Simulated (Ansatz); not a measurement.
Below is a relaxed structure of AlGa2As3. The cell was found from a structure generator's guess, not taken from experiment.

Method: DFT PBE, scalar-relativistic, plane waves, PAW (Ansatz). Cutoff 420 eV, Γ-centred mesh, Gaussian smearing, no spin polarisation.

```xyz
6
Lattice="-1.9053 3.7977 4.7221 1.9053 -3.7977 4.7221 1.9053 3.7977 -4.7221" Properties=species:S:1:pos:R:3 pbc="T T T"
Al    1.9053    0.0000    0.0000
Ga    0.0000    0.0000    2.0454
Ga    0.0000    0.0000    7.3987
As    0.0000    1.8209    0.0000
As    0.0000    5.7745    0.0000
As    0.0000    0.0000    4.7221
```

Formation energies are uncorrected and refer to the elements' standard structures at the same level.

Problem. Find its symmetry and describe it.

Solution. Immm (No. 71). Conventional cell: a = 3.811 Å, b = 7.595 Å, c = 9.444 Å. Al has 4 As at 2.64 Å and 4 Ga at 2.80 Å; around Ga lie 3 As at 2.68–2.74 Å and 2 Al at 2.80 Å; As on a site of symmetry m2m has 2 Al at 2.64 Å, 2 Ga at 2.74 Å and 2 As at 2.75 Å; As on a site of symmetry mmm is surrounded by 2 Ga at 2.68 Å and 4 As at 2.75 Å.

Problem. What is its formation energy per atom?

Solution. +0.14 eV/atom. The separate elements lie lower, so it is unstable against them.

Problem. Is it a metal?

Solution. Yes, bands cross the Fermi level on the 12×12×12 mesh.

The last run used a 12×12×12 mesh for its 6-atom cell and Gaussian smearing of 0.10 eV. The reference form of As is held partly by dispersion forces, which this level lacks. A structure relaxed within its symmetry needn't be a true minimum.
